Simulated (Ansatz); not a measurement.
GaAs:
```cif
data_As4Ga4
_chemical_formula_sum 'As4 Ga4'
_space_group_name_H-M_alt 'F-43m'
_space_group_IT_number 216
_space_group_name_Hall 'F -4 2 3'
_cell_length_a 5.66649
_cell_length_b 5.66649
_cell_length_c 5.66649
_cell_angle_alpha 90.000
_cell_angle_beta 90.000
_cell_angle_gamma 90.000
loop_
_atom_site_label
_atom_site_type_symbol
_atom_site_symmetry_multiplicity
_atom_site_Wyckoff_symbol
_atom_site_fract_x
_atom_site_fract_y
_atom_site_fract_z
_atom_site_occupancy
As1 As 4 c 0.25000 0.25000 0.25000 1
Ga1 Ga 4 a 0.00000 0.00000 0.00000 1
```
(The calculation used a cell of 2 atoms; values per cell refer to that cell.)

Relaxed with r²SCAN.

Q: Tabulate the valence density and the electron localisation function along the shortest As–Ga contact (2.45 Å), plane-wave PAW r²SCAN (Ansatz code).

A: 

```csv
distance from As (Å),density (e/Å³),ELF
0.25,22.00,0.15
0.37,13.00,0.20
0.49,6.47,0.35
0.61,2.92,0.52
0.74,1.41,0.65
0.86,0.86,0.73
0.98,0.66,0.78
1.10,0.56,0.80
1.23,0.50,0.75
1.35,0.48,0.59
1.47,0.51,0.41
1.59,0.62,0.30
1.72,0.92,0.23
1.84,1.80,0.15
1.96,4.63,0.07
2.09,12.27,0.03
2.21,26.90,0.02
```

The density is the valence pseudo-density with augmentation charge, so density and ELF within about 1 Å of a nucleus are not all-electron values.

The cell was relaxed with r²SCAN under the symmetry of its start; phonons on a q-mesh show no instability.

Potentials: the later of the program's two PAW sets.
